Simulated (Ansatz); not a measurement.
A trial cell of Nb was relaxed with PBEsol (plane waves to 420 eV, PAW, scalar-relativistic; Ansatz, a first-principles code).

Before: Cmcm (No. 63), oS4; a = 5.798 Å, b = 2.202 Å, c = 5.817 Å, α = β = γ = 90.00°.

After relaxation:

Simulated powder pattern, neutron, λ = 1.5401 Å (kinematic, ideal powder, no thermal factors, coherent scattering alone; the 24 strongest lines at most, above 1 %, up to 2θ = 90°):

```
2θ (°)  I/Imax (%)
------  ----------
38.89          100
56.17           27
70.42           77
83.49           32
```

Identify the relaxed structure from its pattern: crystal system, space group and cell.

Cubic, Im-3m (No. 229), cI2, bcc (W type); a = 3.271 Å, b = 3.271 Å, c = 3.271 Å, α = 90.00°, β = 90.00°, γ = 90.00°. Sites: Nb 2a (0.000, 0.000, 0.000).

Index the strongest lines.

38.89° (110), 56.17° (200), 70.42° (211), 83.49° (220).

No spin polarisation in the result.

The run could not lose the symmetry of its start; a randomly shaken copy of 2 atoms returns to this structure.
